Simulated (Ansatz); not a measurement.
Consider the following.

SnS2 (CdI2 type)

```
SnS2
1.0
    3.62596     0.00000     0.00000
   -1.81298     3.14018     0.00000
    0.00000     0.00000     5.57353
Sn S
1 2
Direct
  0.00000   0.00000   0.00000
  0.33333   0.66667   0.26441
  0.66667   0.33333   0.73559
```

The volume is varied about the relaxed value V₀ at fixed cell shape. The atoms relax within the cell's symmetry.

Computed with PBEsol-D3(BJ) (plane waves to 420 eV, PAW, scalar-relativistic; Ansatz, a quantum-chemistry and plane-wave program). k mesh 11×11×6 (Γ-centred), Fermi-Dirac smearing 0.05 eV. The energy includes the smearing's −TS. Stress and pressure are positive under compression. With the shape held, the modulus is that of even scaling; a crystal free to change shape is softer. SnS2 was relaxed with its symmetry unable to fall. The PAW data are Ansatz's earlier set. ΔE is measured from the relaxed starting cell.

The scan covers V/V₀ from 0.900 to 1.100 in 13 points.

What pressure does the cell carry at V/V₀ = 0.900?

7.34 GPa.

What is ΔE at V/V₀ = 0.900?

43.6 meV/atom.

What is ΔE at V/V₀ = 1.100?

29.1 meV/atom.

(Under strain, the slope of the energy per volume gives the stress and its curvature an elastic modulus.)
